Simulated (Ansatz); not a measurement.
Input and command of a plane-wave DFT calculation in Ansatz:

```yaml
crystal:
  lattice:
    - [-1.4644352198, 1.4644352198, 1.3554402282]
    - [1.4644352198, -1.4644352198, 1.3554402282]
    - [1.4644352198, 1.4644352198, -1.3554402282]
  atoms:
    - { symbol: Cu, position: [0.0, 0.0, 0.0] }
basis:
  ecutwfc: 420
kpoints:
  mp_grid: { grid: [24, 24, 24] }
hamiltonian:
  xc: pbesol
scf:
  occupations: { method: gaussian, width: 0.15 }
output:
  forces: true
  stress: true
  eigenvalues: true
```

```bash
ansatz run input.yaml --threads 1 --pin off --max-ram 2560MiB --backend cpu --events-out ev --progress --plain --runs-dir out
```

Processor: Arm Neoverse V1, 1 thread, on a host shared with other jobs.

**Question.** How long does it run, and how much memory does it take?

**Answer.** About 11 s on 1 thread of Arm Neoverse V1, with other jobs on the host, peak memory 0.44 GiB. It solves 14 bands at 1063 k points (the mesh reduced by symmetry) with about 225 plane waves, in 6 SCF iterations.
